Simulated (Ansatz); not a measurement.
Given:

AlN (wurtzite)

```
AlN
1.0
    3.10670     0.00000     0.00000
   -1.55335     2.69048     0.00000
    0.00000     0.00000     9.95692
Al N
4 4
Direct
  0.33333   0.66667   0.49830
  0.33333   0.66667   0.99830
  0.66667   0.33333   0.24830
  0.66667   0.33333   0.74830
  0.33333   0.66667   0.18910
  0.33333   0.66667   0.68910
  0.66667   0.33333   0.43910
  0.66667   0.33333   0.93910
```

The atoms are displaced by Q × the pattern below (from a DFPT mode at A = (0.0, 0.0, 0.5), largest move 1; Q in Å), at fixed cell. It is one choice among 4 degenerate patterns. (q is in reciprocal vectors of the primitive cell; the cell shown is doubled to hold the pattern.)

```
atom      x       y      z
----  -----  ------  -----
Al1   0.000  -0.269  0.000
Al2   0.000   0.269  0.000
Al3   0.000  -0.522  0.000
Al4   0.000   0.522  0.000
N5    0.000   1.000  0.000
N6    0.000  -1.000  0.000
N7    0.000   0.659  0.000
N8    0.000  -0.659  0.000
```

The numbers are results of r2SCAN (plane waves to 500 eV, PAW, scalar-relativistic; Ansatz, a quantum-chemistry and plane-wave program), not measurements. k mesh 12×12×4 (Γ-centred), Fermi-Dirac smearing 0.05 eV. The energy includes the smearing's −TS. AlN was relaxed with its symmetry unable to fall. The zero of ΔE is the undisplaced structure.

The scan covers Q from -0.180 to 0.180 Å in 13 points.

Task: Which space group does the distorted structure have?

Result: Cm (No. 8), lowered from P6_3mc.

Task: What is the energy change at Q = 0.180 Å?

Result: 1662 meV/cell.

Task: What harmonic wavenumber does the curvature at Q = 0 give?

Result: 669 cm⁻¹.

(A displaced cell: forces are minus the slopes of the energy, force constants its curvatures, and phonons follow from these.)
